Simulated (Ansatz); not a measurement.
Total density of states per atom from the program Ansatz at the PBEsol level (PAW), in 0.25 eV bins, energy from the Fermi level:

```csv
E (eV),states/eV/atom
-7.85,0.00
-7.60,0.00
-7.35,0.00
-7.10,0.00
-6.85,0.05
-6.60,0.11
-6.35,0.11
-6.10,0.11
-5.85,0.11
-5.60,0.11
-5.35,0.11
-5.10,0.11
-4.85,0.12
-4.60,0.12
-4.35,0.12
-4.10,0.14
-3.85,0.18
-3.60,0.24
-3.35,0.26
-3.10,0.50
-2.85,0.84
-2.60,0.60
-2.35,0.20
-2.10,0.56
-1.85,0.85
-1.60,0.98
-1.35,0.60
-1.10,1.00
-0.85,0.88
-0.60,0.57
-0.35,0.68
-0.10,0.79
0.15,0.50
0.40,0.59
0.65,0.45
0.90,0.37
1.15,0.35
1.40,0.40
1.65,0.44
1.90,0.45
2.15,0.41
2.40,0.88
2.65,0.88
2.90,0.71
3.15,1.10
3.40,1.06
3.65,0.78
3.90,0.85
4.15,1.62
4.40,1.29
4.65,0.96
```

### Question
Which of these materials gives this?
A. Sc2AlC, P6_3/mmc (Sc on 4f, Al on 2d, C on 2a)
B. Ge, P6_3/mmc (Ge on 4f)
C. NbC, rock salt
D. TiC, rock salt

### Answer
A, Sc2AlC, P6_3/mmc (Sc on 4f, Al on 2d, C on 2a). Within 0.5 eV of the Fermi level: Sc 3d 53 %, Al 3p 33 %. Projections are on Löwdin-orthogonalised atomic valence shells; empty p or d shells of many metals are not among them.

The first step of the workflow began from a Materials Project structure, measured or hypothetical; the Crystallography Open Database copy checked does not list it. Its standing as an ambient phase is unchecked. Symmetry was held in the PBEsol relaxation; of distortions, only those at the zone centre were tested. The run is not spin-polarised.

Potentials: the later of the program's two PAW sets.
